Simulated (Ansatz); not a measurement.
Ni (fcc, Cu type)

```xyz
1
Lattice="0.0000 1.7592 1.7592 1.7592 0.0000 1.7592 1.7592 1.7592 0.0000" Properties=species:S:1:pos:R:3 pbc="T T T"
Ni     0.0000     0.0000     0.0000
```

E(V) scan at fixed shape, V₀ the volume above. Symmetry pins the atoms to their sites.

Computed with PBE (plane waves to 420 eV, PAW, scalar-relativistic; Ansatz, an electronic-structure program). k mesh 23×23×23 (Γ-centred), Fermi-Dirac smearing 0.05 eV. The energy includes the smearing's −TS. Stress and pressure are positive under compression. Ni was relaxed with its symmetry unable to fall. Relaxed Ni ends ferromagnetic. Other magnetic orders were not checked, so this need not be the ground state. ΔE is measured from the relaxed starting cell.

The scan covers V/V₀ from 0.900 to 1.100 in 11 points.

Task: What bulk modulus B₀ follows from a third-order Birch-Murnaghan fit?

Result: 198 GPa.

Task: What is the fitted pressure derivative B₀′?

Result: 5.0.

(Under strain, the slope of the energy per volume gives the stress and its curvature an elastic modulus.)
